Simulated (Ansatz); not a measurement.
Task: Sn (simple hexagonal, space group No. 191) is relaxed with PBEsol in the plane-wave PAW code Ansatz. What lattice parameters of the conventional cell result?

Result: a = 3.208 Å, c = 3.016 Å.

Space group P6/mmm (simple hexagonal). The start of the workflow was typed in or built on a structure type; neither database checked (COD, Materials Project) lists it. It is not the phase usual at ambient conditions (space group No. 141). The cell was relaxed with PBEsol under the symmetry of its start; whether a distortion lowers the energy is not shown. Axis ratios of metals converge slowly with the k-mesh, so a and c are less sure than the volume. Spin–orbit coupling is left out wherever it is not named.

Potentials: the later of the program's two PAW sets.
